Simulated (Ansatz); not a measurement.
Starting structure of a cell relaxation (symmetry kept):

```
Y B Rh
1.0
     4.16410    0.00000    0.00000
     0.00000    4.16410    0.00000
     0.00000    0.00000    4.16410
Y B Rh
1 1 3
Direct
  0.00000 0.00000 0.00000
  0.50000 0.50000 0.50000
  0.00000 0.50000 0.50000
  0.50000 0.00000 0.50000
  0.50000 0.50000 0.00000
```

The calculation used Ansatz, DFT r2SCAN, scalar-relativistic, plane waves, PAW.

Cutoff 500 eV; k points 8×8×8 on the computed 5-atom cell (Γ-centred); Gaussian smearing, width 0.10 eV; no spin polarisation.

Q: What does it relax to?

A: The volume increases by 0.12 Å³/atom to 14.56 Å³/atom, and the energy falls by 0.6 meV/atom. Final structure:
Space group Pm-3m (No. 221). a = 4.175 Å, b = 4.175 Å, c = 4.175 Å, α = 90.00°, β = 90.00°, γ = 90.00°
```
atom site symmetry x y z
   Y    1a m-3m  0.0000  0.0000  0.0000
   B    1b m-3m  0.5000  0.5000  0.5000
  Rh    3c    4/mm.m  0.0000  0.5000  0.5000
```

Course of the relaxation (steps run on the plane waves of an earlier cell, and the basis is chosen afresh near the end, so energy and pressure can step there; trial steps that raised the energy were taken back; energies are free energies):

| step | E − E_final (meV/atom) | P (GPa) | V (Å³/atom) |
| --- | --- | --- | --- |
| 1 | 0.6 | 1.59 | 14.44 |
| 2 | 0.2 | -0.72 | 14.61 |
| 3 | 0.0 | -0.01 | 14.56 |
| 4 | 0.0 | -0.01 | 14.56 |

Cost: 1 run of about 0.89 core-minutes, on Arm Neoverse V1 (shared hosts).